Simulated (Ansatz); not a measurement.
This log comes from Ansatz, run on TiO2 in the rutile structure. The cell was relaxed with r2SCAN and then strained (isotropic -4.0 % on every length), with the atoms relaxed again with r2SCAN; k points keep the names of the unstrained zone.

The cell given to it:
```cif
data_structure
_symmetry_space_group_name_H-M 'P 1'
_symmetry_Int_Tables_number 1
_cell_length_a 4.4130
_cell_length_b 4.4130
_cell_length_c 2.8354
_cell_angle_alpha 90.000
_cell_angle_beta 90.000
_cell_angle_gamma 90.000
_cell_volume 55.22
loop_
_atom_site_label
_atom_site_type_symbol
_atom_site_fract_x
_atom_site_fract_y
_atom_site_fract_z
_atom_site_occupancy
Ti1 Ti 0.00000 0.00000 0.00000 1
Ti2 Ti 0.50000 0.50000 0.50000 1
O1 O 0.30111 0.30111 0.00000 1
O2 O 0.19889 0.80111 0.50000 1
O3 O 0.80111 0.19889 0.50000 1
O4 O 0.69889 0.69889 0.00000 1
```

The log, with set-up remarks and timings taken out:
```
scf.n_extra_bands = 5 over 24 filled bands (N_el = 48.0): the run solves 29 bands
Functional definition: HSE06
Crystal: 6 atoms, lattice volume = 55.217 Å³
Basis set: ecut = 420 eV, 1065 PW (Γ)
Bands: 29, of which v1, the nominal top of the filled ones, is band 24 counted from 1 (23 counted from 0)
Symmetry: 16 space group operations
Space group: P42/mnm (ITA 136)
k-points: 24 of 96
[warm-up without exact exchange]
SCF 1 stopped early in 2 iterations: F = -7276.295517 eV  dr2 = 2.16e-4
[exact exchange on]
Exchange kernel: α = 0.2500, screened, ω = 0.2079 Å⁻¹, Wigner–Seitz truncation, v(0) = 1040.8149 eV·Å³, q-mesh 4×4×6
preconditioner: auto → none  [insulator: Δε(μ)=4.421 eV  ℏωp=28.3 eV]
SCF 2 stopped early in 7 iterations: F = -7275.167992 eV  dr2 = 2.70e-6
hybrid outer 1: dexx = +5.580e-2 eV, tail = 1.61e-4 eV
SCF 3 converged in 7 iterations: F = -7275.167066 eV  dr2 = 8.14e-10
hybrid outer 2: dexx = +5.100e-6 eV, tail = 6.34e-8 eV, Δε = 4.68e-3 eV, ΔF = 4.52e-3 eV/Å
NSCF: frozen V_eff on 6 k-points
Free energy (F): -7275.167066 eV
Fermi energy:    10.133943 eV
--- Per-component energies (eV) ---
  E_band       = -418.380918
  E_kinetic    = 1270.639927
  E_local      = -2856.587760
  E_nonlocal   = 187.258518
  E_hartree    = 1096.171944
  E_xc         = -400.337438
  E_vxc        = -502.974342
  E_exx        = -158.971113
  E_paw        = -2661.211013
  E_vpaw       = -391.128982
  E_ewald      = -3751.689720
  E_core_change = -0.450516
--- Forces (eV/Å), atoms counted from 1 ---
  atom   1  Ti      0.00000      0.00000      0.00000
  atom   2  Ti      0.00000      0.00000      0.00000
  atom   3  O       0.09223      0.09223      0.00000
  atom   4  O     -0.09223      0.09223      0.00000
  atom   5  O       0.09223    -0.09223      0.00000
  atom   6  O     -0.09223    -0.09223      0.00000
--- Stress (GPa, compression-positive) ---
       32.937327       0.000000       0.000000
        0.000000      32.937327       0.000000
        0.000000       0.000000      40.316147
  P = ⅓ Tr σ = 35.3969 GPa (353.969 kbar)
--- Band table (eV; the first three rows and the last of 24) ---
  k-point 0: bands = […, 7.0291, 7.7694, 9.3643, 9.6015, 9.6015, 10.1339, 13.7410, 14.0359, 14.4616, 14.6494, …]
  k-point 1: bands = […, 7.6361, 7.6361, 8.1845, 9.0036, 9.0036, 9.8622, 14.3229, 14.3822, 14.5104, 14.9962, …]
  k-point 2: bands = […, 6.4963, 7.7051, 7.7051, 8.2577, 8.2577, 8.7555, 14.4906, 14.9817, 15.6091, 15.7251, …]
  k-point 23: bands = […, 6.8760, 6.8760, 8.4127, 8.4127, 9.3753, 9.3753, 14.7738, 14.7738, 15.4408, 15.4408, …]
```

Levels at the listed points, from bands.tsv (eV from the Fermi energy, bands near the gap, counted from 0):
```tsv
# k_distance	band_19	band_20	band_21	band_22	band_23	band_24	band_25	band_26	band_27
# fermi_ev = 10.133943
# [0, 0, 0] at k_distance = 0.000000
# [0, 0.5, 0] at k_distance = 0.711898
# [0.5, 0.5, 0] at k_distance = 1.423797
# [0, 0, 0.5] at k_distance = 2.920887
# [0, 0.5, 0.5] at k_distance = 3.632786
# [0.5, 0.5, 0.5] at k_distance = 4.344684
# levels_relative_to = fermi_ev
0.000	-2.365	-0.770	-0.532	-0.532	0.000	3.607	3.902	4.328	4.515
0.712	-3.717	-1.963	-1.963	-0.954	-0.954	4.487	4.487	5.316	5.316
1.424	-2.818	-1.518	-1.518	-1.275	-1.275	3.627	3.627	4.558	4.558
2.921	-3.294	-3.137	-3.137	-1.709	-1.709	5.186	5.186	5.605	5.605
3.633	-2.775	-2.498	-2.498	-1.359	-1.359	3.688	3.688	5.640	5.640
4.345	-3.258	-1.721	-1.721	-0.759	-0.759	4.640	4.640	5.307	5.307
```
In order the rows are Γ, X, M, Z, R, A.

Problem. Which of these blocks stood in the input: relax, gw, phonons, dielectric, magnetization (spin_orbit)?

Solution. None of them. A single point prints forces and stress when the output block asks for them.

Problem. Which k mesh was typed?

Solution. 4×4×6, Γ-centred.

Problem. How were the bands filled?

Solution. Fixed occupations.

Problem. It ran on 1 × NVIDIA H100 80GB HBM3 with 2 threads of AMD EPYC 7R13 Processor (Zen 3), with other jobs on the host, load about 1.3 per core. About how long did it take, and what peak of host memory did it reach?

Solution. About 44 s, with a peak of 2.4 GiB.

No spin polarisation and no zero-point or thermal motion.

The stress of a hybrid is loosely converged in these runs.

The meshes of the hybrids are coarse, so their gaps aren't converged to the digits shown.
